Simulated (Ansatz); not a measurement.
## Relaxing a structure of HfSO

The relaxed structure here is a generated cell of HfSO: the first start was made by placing the elements on the sites of a structure type, and the end was not matched to a known phase here, so it may be hypothetical.

The start is a generated cell, HfSO placed in the AFLOW prototype ABC_hP6_194_c_d_a (as in LiBC). The structure is fully relaxed (lattice and positions, P = 0) with r2SCAN (plane waves to 500 eV, PAW, scalar-relativistic; Ansatz, a program for electronic structure). The first steps use a coarse 8×8×3 k-mesh.

Starting cell:
```
HfSO
1.0
    3.44291     0.00000     0.00000
   -1.72146     2.98165     0.00000
    0.00000     0.00000     8.82996
Hf S O
2 2 2
Direct
  0.00000   0.00000   0.00000
  0.00000   0.00000   0.50000
  0.33333   0.66667   0.25000
  0.66667   0.33333   0.75000
  0.33333   0.66667   0.75000
  0.66667   0.33333   0.25000
```

What pressure does the first self-consistent step give?

+2 GPa (positive: the cell is compressed).

How does the volume change?

-11.6 %, from 15.11 to 13.36 Å³/atom.

What band gap does the relaxed structure have at this level?

Zero (metallic).

Write out the relaxed structure.


Space group P6₃/mmc (No. 194); a = b = 3.9721 Å, c = 5.8649 Å, α = β = 90.00°, γ = 120.00°

```json
[
 {"atom": "Hf", "site": "2a", "symmetry": "-3m.", "x": "0.0000", "y": "0.0000", "z": "0.0000"},
 {"atom": "S", "site": "2c", "symmetry": "-6m2", "x": "0.3333", "y": "0.6667", "z": "0.2500"},
 {"atom": "O", "site": "2d", "symmetry": "-6m2", "x": "0.6667", "y": "0.3333", "z": "0.2500"}
]
```

The space group stays P6₃/mmc (No. 194) (the run could not lower it), with 6 atoms in the primitive cell. Final values are on a 14×14×8 k-mesh of the relaxed cell. No spin polarisation in the result. No Hubbard U is applied.

The run could not lose the symmetry of its start, so the end can be a saddle point.

All atoms sit on sites fixed by symmetry, so only the cell could relax.
